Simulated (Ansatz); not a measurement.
MgO:
```cif
data_MgO
_chemical_formula_sum 'Mg1 O1'
_space_group_name_H-M_alt 'P 1'
_space_group_IT_number 1
_cell_length_a 2.98000
_cell_length_b 2.98000
_cell_length_c 2.98000
_cell_angle_alpha 60.000
_cell_angle_beta 60.000
_cell_angle_gamma 60.000
loop_
_space_group_symop_operation_xyz
  'x, y, z'
loop_
_atom_site_label
_atom_site_type_symbol
_atom_site_fract_x
_atom_site_fract_y
_atom_site_fract_z
_atom_site_occupancy
Mg1 Mg 0.00000 0.00000 0.00000 1
O1 O 0.50000 0.50000 0.50000 1
```

Relaxed with PBEsol.

Decompose the optical modes at the zone centre into irreducible representations, and say which are infrared and Raman allowed.

Point group m-3m: Γ_opt = T1u. Infrared: T1u. Raman: none.

Assign frequencies (DFPT, plane-wave PAW PBEsol (Ansatz code); without the LO–TO term).

T1u 387 cm⁻¹.

Space group Fm-3m (rock salt). Symmetry was held in the PBEsol relaxation; phonons on a q-mesh show no instability. The volume moved by -15 % from the start of the relaxation.

Potentials: the later of the program's two PAW sets.
